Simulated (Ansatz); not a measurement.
In$_{2}$Co$_{3}$S$_{2}$:
```yaml
crystal:
  lattice:
    - [2.61817, 1.51160, 4.46016]
    - [-2.61817, 1.51160, 4.46016]
    - [0.00000, -3.02320, 4.46016]
  atoms:
    - { symbol: In, position: [0.50000, 0.50000, 0.50000] }
    - { symbol: In, position: [0.00000, 0.00000, 0.00000] }
    - { symbol: Co, position: [0.00000, 0.00000, 0.50000] }
    - { symbol: Co, position: [0.50000, 0.00000, 0.00000] }
    - { symbol: Co, position: [0.00000, 0.50000, 0.00000] }
    - { symbol: S, position: [0.72134, 0.72134, 0.72134] }
    - { symbol: S, position: [0.27866, 0.27866, 0.27866] }
```

Relaxed with PBEsol. Special points in fractions of this cell's reciprocal vectors: Γ (0.000, 0.000, 0.000); T (0.500, 0.500, 0.500); H2 (0.757, 0.243, 0.500); H0 (0.500, -0.243, 0.243); L (0.500, 0.000, 0.000); S0 (0.372, -0.372, 0.000); S2 (0.628, 0.000, 0.372); F (0.500, 0.000, 0.500).

Problem. List the band energies nearest the Fermi level at these points for PBEsol with spin–orbit coupling (plane waves, PAW; program Ansatz).

Solution. In eV from the Fermi level; about four levels below and three above (degenerate sets whole), none deeper than 8.9 eV; points with the same levels are listed once.

| k | below | above |
|---|---|---|
| Γ | -0.35 -0.35 -0.33 -0.33 | 0.36 0.36 0.68 0.68 |
| T | -0.39 -0.39 -0.37 -0.37 | 0.36 0.36 0.83 0.83 |
| H2 | -0.31 -0.31 -0.13 -0.13 | 0.94 0.94 1.00 1.00 |
| L | -0.45 -0.45 -0.32 -0.32 | 0.62 0.62 0.91 0.91 |
| S0 | -0.22 -0.22 -0.12 -0.12 | 0.56 0.56 1.48 1.48 |
| F | -0.26 -0.26 -0.12 -0.12 | 0.35 0.35 1.94 1.94 |

Space group R-3m. The workflow started from a Materials Project entry (that database holds measured and hypothetical structures alike); the Crystallography Open Database files this formula in space group No. 166, but the cells were not matched. Whether it is the stable phase at ambient conditions was not checked. Symmetry was held in the PBEsol relaxation; its stability against distortions is not shown here. The workflow began spin-polarised and lost its moments.

Potentials: the later of the program's two PAW sets.
